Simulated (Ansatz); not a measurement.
The relaxed structure here is a generated cell of Sb: the first start was made by placing the elements on the sites of a structure type, and the end was not matched to a known phase here, so it may be hypothetical. Known forms of Sb include space group No. 166.

One starting cell of Sb (a generated cell, Sb built in the beta-W structure type) was relaxed twice with Ansatz (plane waves, PAW, scalar-relativistic): with PBEsol at 420 eV and with PBE at 420 eV. The PBEsol result:

```yaml
crystal:
  lattice:
    - [5.97666, 0.00000, 0.00000]
    - [0.00000, 5.97666, 0.00000]
    - [0.00000, 0.00000, 5.97666]
  atoms:
    - { symbol: Sb, position: [0.25000, 0.00000, 0.50000] }
    - { symbol: Sb, position: [0.75000, 0.00000, 0.50000] }
    - { symbol: Sb, position: [0.00000, 0.50000, 0.25000] }
    - { symbol: Sb, position: [0.00000, 0.50000, 0.75000] }
    - { symbol: Sb, position: [0.50000, 0.25000, 0.00000] }
    - { symbol: Sb, position: [0.50000, 0.75000, 0.00000] }
    - { symbol: Sb, position: [0.00000, 0.00000, 0.00000] }
    - { symbol: Sb, position: [0.50000, 0.50000, 0.50000] }
```

```csv
quantity,PBEsol,PBE
space group,Pm-3n,Pm-3n
volume (Å³/atom),26.69,…
a (Å),5.977,…
"gap (eV, no spin-orbit coupling)",0.00,…
```

Q: Fill in the PBE column.

A: 
- volume (Å³/atom), PBE: 28.03
- a (Å), PBE: 6.075
- gap (eV, no spin-orbit coupling), PBE: 0.00

Both levels end in the same structure; PBE's volume is 5.0 % larger. Neither column is exact.

No spin polarisation in the result.

The run could not lose the symmetry of its start: the end is stationary, and may be a saddle point rather than a minimum.

All atoms sit on sites fixed by symmetry, so only the cell could relax.

Ansatz is a first-principles code.
